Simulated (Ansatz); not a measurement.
An elastic tensor (GPa, Voigt order, standard axes) from plane-wave PAW LDA (Ansatz code):

|  | 1 | 2 | 3 | 4 | 5 | 6 |
|---|---|---|---|---|---|---|
| 1 | 370 | 204 | 141 | 0.0 | 0.0 | 0.0 |
| 2 | 204 | 370 | 141 | 0.0 | 0.0 | 0.0 |
| 3 | 141 | 141 | 328 | 0.0 | 0.0 | 0.0 |
| 4 | 0.0 | 0.0 | 0.0 | 212 | 0.0 | 0.0 |
| 5 | 0.0 | 0.0 | 0.0 | 0.0 | 212 | 0.0 |
| 6 | 0.0 | 0.0 | 0.0 | 0.0 | 0.0 | 83.4 |

### Question
Which compound is it?
A. AlN, P6_3/mmc (Al on 2d, N on 2c)
B. K2S, P6_3/mmc (S on 2c, K on 2a, K on 2d)
C. Rh, dhcp (α-La type)
D. SiGe, wurtzite

### Answer
A, AlN, P6_3/mmc (Al on 2d, N on 2c)

The workflow started from a Materials Project entry (that database holds measured and hypothetical structures alike); the Crystallography Open Database copy checked does not list it. It is not the phase usual at ambient conditions (space group No. 186, 216). Symmetry was held in the LDA relaxation; phonons on a q-mesh show no instability.

Potentials: the later of the program's two PAW sets.
